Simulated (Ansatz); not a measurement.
CeO2 (fluorite, Fm-3m), LDA in the plane-wave PAW code Ansatz: ε∞ = 7.81, cell volume 38.47 Å³. Infrared-active transverse modes:

```json
[
 {"ω_TO (cm⁻¹)": "292.8", "oscillator strength S_xx (e²/amu)": "1.279"}
]
```

Question: Compute the static dielectric constant.

Answer: Each mode adds (4.921e7/V) S/ω²: 19.08. So ε0 = 26.9.

Question: What LO frequency does the Lyddane–Sachs–Teller relation give?

Answer: ω_LO = ω_TO √(ε0/ε∞) = 543 cm⁻¹.

The LDA relaxation kept the symmetry of its start. The run is not spin-polarised. The 4f shell is in the valence. No Hubbard U is applied. Spin–orbit coupling is left out wherever it is not named.

Potentials: the earlier of the program's two PAW sets. The files were generated under PBE; for other functionals the program regenerates the frozen cores, and for LDA and PBEsol the local potential too.
